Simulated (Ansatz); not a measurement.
# Does the structure type survive?

Computed with DFT r2SCAN, scalar-relativistic, plane waves, PAW in Ansatz 0.2.0. All cells share a 500 eV cutoff and Γ-centred k meshes spaced at most 0.3 Å⁻¹ (0.19 for metals, 2π included).

Each formula is placed on the named type at a guessed volume, then cell and atoms relax at zero pressure without lowering the symmetry. Keeping the type says nothing about stability against other structures or lower symmetry. Neighbours of unlike kind (in an element, all neighbours) are counted within 25 % of the shortest distance of their pair. The atoms listed around a site end at a clear gap in distance instead, so their number can differ.

Weakly bound directions are ill-defined at this level, which has no dispersion term. Spin–orbit coupling is left out.

Run without spin polarisation, though moments may exist and would change the cell: I.

Task: I on the omega type (P6/mmm, No. 191): does the type hold?

Result: No. It keeps the space group, but the neighbours change from I 12 I to I 2 I, with a = 7.363 Å, c = 2.913 Å. I on Wyckoff site a (1 atom of the primitive cell) is coordinated by 2 I at 2.91 Å; I on Wyckoff site d (2 atoms of the primitive cell) has 2 I at 2.91 Å.

Task: Na on the simple hexagonal type (P6/mmm, No. 191): does the type hold?

Result: Yes: a = 3.635 Å, c = 3.388 Å. Na is coordinated by 2 Na at 3.39 Å and 6 Na at 3.63 Å.

Task: Does Ti3C2 keep the anti-A-type sesquioxide type (P-3m1, No. 164), with C for La, Ti for O?

Result: No. It keeps the space group, but the neighbours change from Ti 4.7 C; C 7 Ti to Ti 4 C; C 6 Ti, with a = 3.088 Å, c = 7.307 Å. Ti on Wyckoff site a (1 atom of the primitive cell) has 6 C at 2.20 Å; around Ti on Wyckoff site d (2 atoms of the primitive cell) lie 3 C at 2.07 Å; C has 3 Ti at 2.07 Å and 3 Ti at 2.20 Å.

Task: I on the samarium (9R) type (R-3m, No. 166): does the type hold?

Result: Only loosely: the neighbours stay the same, but the proportions of the cell change a good deal: a = 4.291 Å, c = 21.821 Å. I on Wyckoff site a (1 atom of the primitive cell) has 6 I at 3.46 Å; I on Wyckoff site c (2 atoms of the primitive cell) is coordinated by 6 I at 3.46–3.47 Å.